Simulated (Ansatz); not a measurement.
**Profile along the Ti–Ti line in TiAl (CuAu type, space group P4/mmm)**

TiAl (CuAu type, space group P4/mmm)

```xyz
2
Lattice="2.7970 0.0000 0.0000 0.0000 2.7970 0.0000 0.0000 0.0000 4.0320" Properties=species:S:1:pos:R:3 pbc="T T T"
Al     1.3985     1.3985     2.0160
Ti     0.0000     0.0000     0.0000
```

Fields along a shortest Ti–Ti line of a (001) plane (2.80 Å), from Ti to Ti, interpolated on the slice's grid (step about 0.1 Å). The numbers are results of PBEsol (plane waves to 420 eV, PAW, scalar-relativistic; Ansatz, a program for electronic structure), not measurements. k mesh 17×17×12. These are valence fields of a PAW run, semicore shells included where kept as valence: close to a nucleus they are smooth pseudo fields. The PAW data are Ansatz's earlier set. TiAl is run without spin polarisation. TiAl was relaxed with its symmetry unable to fall.

```csv
distance from Ti (Å),valence electron density (e/Å³),electron localisation function
0.00,12.20,x
0.14,11.59,x
0.28,9.79,x
0.42,7.09,x
0.56,4.26,0.75
0.70,2.09,0.66
0.84,0.92,0.45
0.98,0.47,0.25
1.12,0.31,0.20
1.26,0.25,0.25
1.40,0.24,0.30
1.54,0.25,0.25
1.68,0.31,0.20
1.82,0.47,0.25
1.96,0.92,0.45
2.10,2.09,0.66
2.24,4.26,0.75
2.38,7.09,x
2.52,9.79,x
2.66,11.59,x
2.80,12.20,x
```

x: too close to a nucleus for the ELF to mean much.

Density on the Ti–Ti line (2.80 Å) at its midpoint: 0.24 e/Å³. ELF at that point: 0.30.
